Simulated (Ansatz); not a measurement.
**Ansatz run on GaSb**

System: GaSb (zinc blende type), 2 atoms in the cell.

Ansatz input (lattice in Å, positions in fractions of it)
```yaml
crystal:
  lattice:
    - [0, 3.11, 3.11]
    - [3.11, 0, 3.11]
    - [3.11, 3.11, 0]
  atoms:
    - { symbol: Ga, position: [0, 0, 0] }
    - { symbol: Sb, position: [0.25, 0.25, 0.25] }
kpoints:
  mp_grid: { grid: [8, 8, 8] }
hamiltonian:
  xc: pbe
  pseudopotentials: { kind: paw, source: ansatz }
scf:
  occupations: { method: fermi_dirac, width: 0.1 }
  convergence: { dr2_threshold: "1e-10 eV" }
  max_iter: 300
  n_bands: 37
output:
  forces: true
  stress: true
  eigenvalues: true
```

Theory: PBE, plane waves, PAW datasets (earlier set, tuned by hand) (Ansatz).

What the run gave

| Property | Result |
| --- | --- |
| Plane-wave cutoff used | 1020 eV |
| Pressure | -0.09 GPa |
| Smearing term TS | 1.7 meV/atom |
| Valence electrons | 42 |
| Irreducible k-points | 29 |
| CPU time | roughly 40 core-seconds on a shared host |

Stress tensor in GPa, compression positive:
```
-0.09  0.00  0.00
 0.00 -0.09  0.00
 0.00  0.00 -0.09
```

The stress includes the program's correction for the finite plane-wave basis.

The k-mesh is modest, so these values aren't fully converged in k.
